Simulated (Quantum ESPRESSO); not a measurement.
Mo2Au3RhWAg, different elements on one site, starting from this cell

A calculation, not a measurement. The program is pw.x of Quantum ESPRESSO 7.5 (plane-wave density functional theory). The cell is made up: eight metal atoms on a face-centred cubic lattice, with elements, volume, strain and displacements drawn at random and not relaxed, so it may be unstable or far from any real phase. PseudoDojo standard norm-conserving files set the functional (PBE unless stated); there is no spin polarisation or spin-orbit coupling, the Fermi-Dirac width of 0.25 eV means electrons at about 2900 K, and the masses in the input are unused placeholders. Heavy elements are run without spin-orbit coupling, which real alloys of them have. A spin test at this wide smearing found no moment, but such smearing suppresses magnetism that the real alloy may have.

The runs put different elements on site 3. Cell, positions, cutoff, mesh and smearing stay as in the input of run 1; sites are counted in its order. Stress in the tables is positive in tension.

Input of run 1:

```
&control calculation='scf', pseudo_dir='./dojo.nc.sr.pbe.v0_5.standard.upf', outdir='./o', disk_io='minimal', tprnfor=.true., tstress=.true. /
&system ibrav=0, nat=8, ntyp=5, nbnd=81, ecutwfc=87.97787729, nosym=.true., tot_charge=0,
 occupations='smearing', smearing='fd', degauss=0.0183746611
/
&electrons conv_thr=1.470e-08, electron_maxstep=70, mixing_beta=0.5 /
ATOMIC_SPECIES
Ag 1.0 Ag.upf
Au 1.0 Au.upf
Mo 1.0 Mo.upf
Rh 1.0 Rh.upf
W 1.0 W.upf
CELL_PARAMETERS angstrom
0.0247 1.946 1.9955
-0.0228 3.9678 -4.067
-8.0083 -2.0105 1.9614
ATOMIC_POSITIONS angstrom
Mo 0.0639 0.0135 0.1
Au -3.953 0.0745 -0.0613
Rh -0.1776 2.0554 -1.8908
W -4.045 1.9327 -2.1552
Mo -6.0126 -0.1147 2.0158
Au -2.0424 1.77 0.0199
Au -5.9656 1.9885 -0.0466
Ag -1.9663 3.8112 -2.1725
K_POINTS automatic
8 4 3 1 1 1
```

```
run  elements on sites 1 to 8  -TS (eV)  pressure (GPa)  stress xx (GPa)  stress yy (GPa)  stress zz (GPa)  stress yz (GPa)  stress xz (GPa)  stress xy (GPa)  iterations
  1    Mo Au Rh W Mo Au Au Ag    -1.459           12.31           -15.15           -12.78            -8.99             1.36             3.04             0.59          18
  2    Mo Au Al W Mo Au Au Ag    -1.220           14.04           -17.19           -13.78           -11.14             1.04             2.81            -0.50          18
  3    Mo Au Au W Mo Au Au Ag    -1.263           18.12           -21.27           -18.37           -14.71             4.05             3.00             0.79          16
  4     Mo Au W W Mo Au Au Ag    -1.257           15.13           -20.02           -14.95           -10.41             1.58             3.70             1.65          19
  5    Mo Au Nb W Mo Au Au Ag    -1.284           18.42           -22.98           -18.32           -13.97             1.71             3.81             1.42          19
```

Forces Fx Fy Fz (eV/Å):

| site | run 1 | run 2 | run 3 | run 4 | run 5 |
| --- | --- | --- | --- | --- | --- |
| 1 | 0.68 0.10 -0.64 | 0.55 0.17 -0.91 | 0.80 0.16 -0.79 | 0.29 0.08 -0.75 | 0.33 0.13 -0.83 |
| 2 | -2.04 -1.77 0.85 | -2.27 -1.80 0.91 | -2.10 -1.78 0.87 | -2.12 -1.83 0.93 | -2.24 -1.82 0.94 |
| 3 | 2.48 -1.26 -0.17 | 0.94 -0.62 0.00 | 2.47 -1.15 -0.31 | 2.79 -1.78 -0.14 | 2.54 -1.70 -0.29 |
| 4 | -0.17 0.44 0.01 | -0.17 0.48 -0.08 | -0.18 0.40 -0.01 | -0.11 0.50 -0.03 | -0.05 0.52 -0.08 |
| 5 | -0.49 0.69 -0.82 | 0.30 0.65 -0.68 | 0.08 0.41 -0.50 | 0.11 0.72 -0.88 | 0.59 0.61 -0.71 |
| 6 | 1.73 2.20 -0.83 | 2.02 2.25 -1.17 | 1.15 1.82 -0.45 | 1.54 2.33 -0.78 | 1.28 2.15 -0.59 |
| 7 | -1.14 -0.84 0.44 | -1.01 -0.90 0.51 | -0.75 -0.66 0.28 | -1.01 -0.81 0.45 | -0.84 -0.77 0.45 |
| 8 | -1.05 0.44 1.17 | -0.36 -0.23 1.42 | -1.48 0.80 0.92 | -1.49 0.78 1.20 | -1.61 0.88 1.10 |

Energies are left out, as each element's file has its own zero. A rerun of one cell of this series at a higher cutoff and on a denser mesh moved values by no more than 0.004 eV in energy, 0.16 GPa in stress and 0.008 eV/Å in force, and a second program with other atomic files agreed on that cell to 2 % rms in force and 0.5 GPa in pressure.